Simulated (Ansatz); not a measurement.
CaZn5 in space group P6/mmm (No. 191; Ca on 1a, Zn on 3g, Zn on 2c), DFT-PBE in the program Ansatz with PAW potentials, all energies at zero smearing, with the estimated change up to a 700 eV cutoff added, with one set of potentials and settings (totals compare only within such a set). Cell of 6 atoms (1 Ca, 5 Zn): -18413.415 eV.

```tsv
element	reference phase	E (eV/atom)
Ca	Fm-3m, 1 atoms in the cell	-1816.8597
Zn	C2/m, 3 atoms in the cell	-3319.0295
```

Formation energy per atom, worked out: (-18413.415 − 1×(-1816.8597) − 5×(-3319.0295))/6 = -0.235 eV/atom (-23 kJ per mol of atoms), at 0 K, without zero-point energy or fitted corrections.

The first step of the workflow began from a Materials Project structure, measured or hypothetical; the Crystallography Open Database copy checked does not list it. Its standing as an ambient phase is unchecked. The PBE relaxation kept the symmetry of its start; whether a distortion lowers the energy is not shown. The references are the lowest solids computed at this level, not always the standard phases.

Potentials: the later of the program's two PAW sets.
